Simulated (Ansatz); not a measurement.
Relaxation of a generated cell, FeSi built in the AFLOW prototype AB_tP4_129_c_c (B11, as in TiCu); 4 atoms in the cell, which starts as P4/nmm, origin choice 1 (No. 129), tP4; a = b = 3.0323 Å, c = 5.7766 Å, α = β = γ = 90.00°. Level of theory: PBE (plane waves to 420 eV, PAW, scalar-relativistic; Ansatz, a quantum-chemistry and plane-wave program). Γ-centred k-mesh 8×8×4 on the run's cell (coarser than for final values), Fermi–Dirac smearing 0.05 eV. This is the first round of the run. Spin-polarised start, with parallel moments on Fe.

The optimiser's lines from the output (shortened; P is positive under compression):

```
relax step   1: F+E_penalty+E_count = -10232.29825057 eV  Δ(F+E_penalty+E_count) = +0.000e0 eV  max|allowed force component| = 2.474e0 eV/Å  Δτ_max = 0.0000 Å  P = -12.498 GPa  Ω = 53.114 Å³  (13 SCF iters, dr2 threshold 1.00e-7 eV, accepted)
relax step   2: F+E_penalty+E_count = -10233.09636080 eV  Δ(F+E_penalty+E_count) = -7.981e-1 eV  max|allowed force component| = 2.108e0 eV/Å  Δτ_max = 0.0849 Å  P = -10.439 GPa  Ω = 50.175 Å³  (11 SCF iters, dr2 threshold 4.00e-7 eV, accepted)
relax step   3: F+E_penalty+E_count = -10233.80710250 eV  Δ(F+E_penalty+E_count) = -7.107e-1 eV  max|allowed force component| = 1.000e0 eV/Å  Δτ_max = 0.1166 Å  P = -3.728 GPa  Ω = 47.121 Å³  (10 SCF iters, dr2 threshold 4.00e-7 eV, accepted)
relax step   4: F+E_penalty+E_count = -10233.96705678 eV  Δ(F+E_penalty+E_count) = -1.600e-1 eV  max|allowed force component| = 3.976e-1 eV/Å  Δτ_max = 0.0770 Å  P = +3.659 GPa  Ω = 45.755 Å³  (9 SCF iters, dr2 threshold 4.00e-7 eV, accepted)
relax step   5: F+E_penalty+E_count = -10233.98459625 eV  Δ(F+E_penalty+E_count) = -1.754e-2 eV  max|allowed force component| = 8.867e-2 eV/Å  Δτ_max = 0.0336 Å  P = -0.942 GPa  Ω = 46.807 Å³  (10 SCF iters, dr2 threshold 4.00e-7 eV, accepted)
relax step   6: F+E_penalty+E_count = -10233.98619334 eV  Δ(F+E_penalty+E_count) = -1.597e-3 eV  max|allowed force component| = 3.493e-3 eV/Å  Δτ_max = 0.0062 Å  P = -0.024 GPa  Ω = 46.571 Å³  (8 SCF iters, dr2 threshold 4.00e-7 eV, accepted)
relax step   7: F+E_penalty+E_count = -10233.98619638 eV  Δ(F+E_penalty+E_count) = -3.047e-6 eV  max|allowed force component| = 5.227e-4 eV/Å  Δτ_max = 0.0002 Å  P = +0.004 GPa  Ω = 46.565 Å³  (9 SCF iters, dr2 threshold 2.30e-9 eV, accepted)
relax step   8: F+E_penalty+E_count = -10233.98423536 eV  Δ(F+E_penalty+E_count) = +1.961e-3 eV  max|allowed force component| = 9.735e-4 eV/Å  Δτ_max = 0.0000 Å  P = +0.014 GPa  Ω = 46.565 Å³  stress off target by 2.22e-2 GPa  SCF on the basis re-selected at this cell (its energy is not comparable with the rows above)  (12 SCF iters)
relax step   9: F+E_penalty+E_count = -10233.98423430 eV  Δ(F+E_penalty+E_count) = +1.056e-6 eV  max|allowed force component| = 2.444e-5 eV/Å  Δτ_max = 0.0000 Å  P = +0.000 GPa  Ω = 46.569 Å³  (7 SCF iters, dr2 threshold 1.23e-9 eV, accepted)
relax step  10: F+E_penalty+E_count = -10233.98423633 eV  Δ(F+E_penalty+E_count) = -2.027e-6 eV  max|allowed force component| = 2.576e-5 eV/Å  Δτ_max = 0.0000 Å  P = +0.000 GPa  Ω = 46.569 Å³  stress off target by 1.40e-3 GPa  SCF on the basis re-selected at this cell (its energy is not comparable with the rows above)  (5 SCF iters)
```

From the first to the last row the energy changes by -0.42 eV/atom and the volume by -12.3 %. The last row is marked as not comparable with the walk above it, whose basis was carried along; it does compare with step 1, since both stand on a basis selected at the nominal cutoff for their own cell.

Later rounds, restarted from the end of this one on a renewed k-mesh, logged 10 more steps and released under 0.01 eV/atom more. The final structure after all rounds: P4/nmm, origin choice 1 (No. 129), tP4, AFLOW prototype AB_tP4_129_c_c (B11, as in TiCu); a = b = 3.076 Å, c = 4.919 Å, α = β = γ = 90.00°. Between re-selections the logged energies stand on a plane-wave basis carried along with the cell. Spin state reached: ferromagnetic (net 0.81 μB/atom), from parallel starting moments; other spin orders were not run from this start.

The run could not lose the symmetry of its start; a randomly shaken copy of 8 atoms returns to this structure.

The relaxed structure here is a generated cell of FeSi: the first start was made by placing the elements on the sites of a structure type, and the end was not matched to a known phase here, so it may be hypothetical.
